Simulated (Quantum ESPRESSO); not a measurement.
## Strain and stress in Pd4TiW3

These are calculations, not measurements. They come from Quantum ESPRESSO 7.5, a public plane-wave density functional program. Each row is one single-point run on a made-up periodic cell of eight metal atoms, with elements, volume, strain and displacements drawn at random and not relaxed, so a cell may be unstable or far from any real phase. There is no spin polarisation or spin-orbit coupling.

Settings: PBE unless stated; PseudoDojo standard norm-conserving files; Fermi-Dirac width 0.25 eV, which means electrons at about 2900 K; cutoff 1143 eV; 8 x 4 x 4 k mesh shifted half a step off Gamma. E is the free energy of the whole cell (internal energy minus TS), so a -TS column is already part of it. Stress is positive in tension, and the pressure P is minus a third of its trace.

Checks: one run of this series was repeated at a higher cutoff and on a denser mesh, which moved values by no more than 0.015 eV, 0.12 GPa and 0.008 eV/Å, and a second program with other atomic files agreed on it to 2 % rms in force and 0.5 GPa in pressure. Known limits: heavy elements are run without spin-orbit coupling, which real alloys of them have; a spin test at this wide smearing found no moment, but such smearing suppresses magnetism that the real alloy may have.

The lattice is hexagonal close-packed, and the cell vectors in Å are (-2.822, -0.012, 0.000); (0.021, 4.888, -4.631); (-0.021, -4.888, -4.631), a volume of 127.74 Å³ in run 4. The elements on sites 1 to 8 are Ti W Pd Pd W Pd Pd W. Each run adds a shear e (the xy component of the symmetric strain tensor) to one drawn cell, with the atoms carried along. E is counted from run 4.

```
run,e (%),s_xx (GPa),s_yy (GPa),s_zz (GPa),s_xy (GPa),P (GPa),E (meV)
1,-2.30,6.54,1.05,3.76,-3.06,-3.79,63.6
2,-1.74,6.65,1.36,3.83,-2.42,-3.95,39.9
3,-1.39,6.70,1.51,3.85,-2.02,-4.02,27.8
4,0.43,6.79,1.85,3.87,0.07,-4.17,0.0
5,0.96,?,?,?,?,?,?
6,1.37,6.71,1.72,3.80,1.18,-4.08,8.7
7,2.45,6.51,1.31,3.65,2.51,-3.82,39.1
```

## Worked fit

A parabola through the runs shown gives s_xy = -0.43 + 1.167 e + 0.013 e² GPa with e in per cent, an error of 0.003 on the linear term and a scatter of 0.01 GPa. The atoms are clamped and the cell is already under stress, so the slope belongs to this path and is not an elastic constant of a real alloy.

## Withheld run

Question: what s_xy should run 5 give?

The fit gives 0.70 ± 0.01 GPa. The calculation gave 0.69 GPa.
